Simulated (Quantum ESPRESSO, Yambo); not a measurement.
**Levels of theory for the gap of Mg₂ZnP₂**

Mg$_{2}$ZnP$_{2}$ (space group P3m1, No. 156): one geometry, one set of PBEsol (pw.x of Quantum ESPRESSO, ONCV potentials, scalar-relativistic) orbitals, self-energies from Yambo (3×3×2 Γ-centred k mesh, bands 13 to 176 and a 8 Ry block in the screening, 176 bands in G with the Bruneval-Gonze terminator, plasmon pole fitted at 27.2 eV).

The geometry is that of Materials Project entry mp-1222129, symmetrised and not relaxed again.

| level | gap Γ → K (eV) | direct gap at Γ (eV) | rough Yambo cost |
|---|---|---|---|
| PBEsol (Quantum ESPRESSO) | 1.17 | 1.29 | – |
| exchange only (Hartree-Fock self-energy on PBEsol orbitals) | 6.68 | 7.36 | about 1/10 (8 states) |
| static COHSEX@PBEsol | 2.61 | 2.50 | about 1/2 (3 states) |
| G0W0@PBEsol, plasmon pole | 1.90 | 2.08 | 1 (8 states) |
| G0W0@PBEsol, multipole fit to 8 frequencies, no terminator | 1.90 | 2.06 | within a factor of two (3 states) |
| G0W0@PBEsol, plasmon pole, no terminator | 1.87 | 2.07 | about 1/6 (3 states, screening reused) |

Bare exchange has no screening and gives the widest gap; static COHSEX screens it but leaves out the frequency dependence, which G0W0 restores. The mesh misses a band edge: along a dense path the PBEsol gap is 0.99 eV against 1.17 eV on the mesh.

Costs are rough ratios of core time on shared machines.

Nearest settings tried, and what they do to the gap: 114 bands in G: -4 meV; 114 bands in W, 114 bands in G: -25 meV; 7 Ry block (209 vectors against 251): -26 meV; 3×3×1 mesh: -85 meV. So the settings aren't converged at that level. The k mesh is coarse.

The structure is a Materials Project entry; no match was found in the copy of COD used, and its stability was not checked.
